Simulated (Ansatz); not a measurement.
Field gradients of Si3N4 from run to run

Cell of run 1: a structure deposited in the COD.

```cif
data_Si3N4
_symmetry_space_group_name_H-M 'P6_3/m'
_symmetry_Int_Tables_number 176
_cell_length_a 7.6170
_cell_length_b 7.6170
_cell_length_c 2.9134
_cell_angle_alpha 90.000
_cell_angle_beta 90.000
_cell_angle_gamma 120.000
loop_
_atom_site_label
_atom_site_type_symbol
_atom_site_symmetry_multiplicity
_atom_site_Wyckoff_symbol
_atom_site_fract_x
_atom_site_fract_y
_atom_site_fract_z
Si Si 6 h 0.1784 0.7749 0.2500
N7 N 2 c 0.3333 0.6667 0.2500
N9 N 6 h 0.3359 0.0328 0.2500
```

One atom of each set is listed.

Relaxed positions (PBE, cell held):

Si (0.1740, 0.7679, 0.2500)
N7 (0.3333, 0.6667, 0.2500)
N9 (0.3298, 0.0300, 0.2500)

All runs are DFT with Ansatz 0.2.0 (plane waves and PAW, scalar-relativistic unless spin–orbit coupling is named, Γ-centred meshes, Fermi–Dirac smearing where given) in this cell.

Run 1: PBE, gradients read without the response of the cores, atoms as given; 420 eV, 4×4×9 k-points, smearing 0.02 eV.
Run 2: PBE, gradients read without the response of the cores, atoms relaxed; 420 eV, 4×4×9 k-points, smearing 0.02 eV.
Run 3: r2SCAN, gradients read without the response of the cores, at the relaxed atoms; 500 eV, 4×4×9 k-points, smearing 0.02 eV.

Question: What does each run give, and what moves the gradients most?

Answer: 

```csv
run,Si V_zz (η),N7 V_zz (η),N9 V_zz (η)
1,-0.60 (0.30),-5.37 (0.00),-5.07 (0.09)
2,0.90 (0.28),-5.14 (0.00),-5.20 (0.07)
3,0.90 (0.25),-5.24 (0.00),-5.21 (0.08)
```

V_zz in 10²¹ V/m². Against run 1, the gradient tensors on these sites move by at most 1.00 in run 2 (Si), 1.02 in run 3 (Si). Taken one at a time, the positions of the atoms (as given or relaxed) move the tensors on these sites by up to 1.00 (largest principal value of the change, on Si), the functional (r2SCAN with its higher cutoff) by 0.10 (N7). On some sites the largest principal value moves to another axis from run to run, and the sign of V_zz can flip with it.

In run 1 the atoms aren't at the calculated equilibrium (largest force 1.2 eV/Å).
